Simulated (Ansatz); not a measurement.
# NaHF$_{2}$: frozen-core PAW against all-electron methods

```
Na H F
1.0
     1.69388    0.97796    4.63887
    -1.69388    0.97796    4.63887
     0.00000   -1.95592    4.63887
Na H F
1 1 2
Direct
  0.00000 0.00000 0.00000
  0.50000 0.50000 0.50000
  0.41000 0.41000 0.41000
  0.59000 0.59000 0.59000
```

Atom numbers follow the list: Na1, H2, F3, F4.

The geometry is COD entry 1010284, unchecked; take it as a test cell. It is an old determination, and later ones may differ. The listed cell was then made from it by scaling, straining or moving an atom.

All numbers are computed: DFT, LDA, PAW with Ansatz's default frozen-core files, scalar-relativistic (Ansatz 0.2.0); DFT, LDA, all-electron LAPW, scalar-relativistic (Ansatz 0.2.0).

For PAW: a Γ-centred 10×10×10 k mesh, Fermi–Dirac smearing of 0.02 eV, cutoff 420 eV, no spin polarisation; the PAW files were made with PBE, and the program remakes their frozen cores for this functional. LAPW targets a basis error of 1 meV/atom. The Ansatz runs share mesh, smearing and spin set-up. Plane-wave (PAW) pressures include the program's estimate of the Pulay term.

Stress and pressure are positive in compression.

The change that made this cell: equal xx and yy strain of -2 %.

PAW results:

| quantity | PAW |
| --- | --- |
| pressure (GPa) | -6.02 |
| stress xx (GPa) | 0.10 |
| stress zz (GPa) | -18.25 |
| force on F3, z (eV/Å) | 2.285 |
| band gap (eV) | 6.449 |

Task: What does full-potential LAPW give for the same quantities?

Result: 
```
             quantity    LAPW
       pressure (GPa)   -5.96
      stress xx (GPa)    0.14
      stress zz (GPa)  -18.15
force on F3, z (eV/Å)   2.276
        band gap (eV)   6.439
```
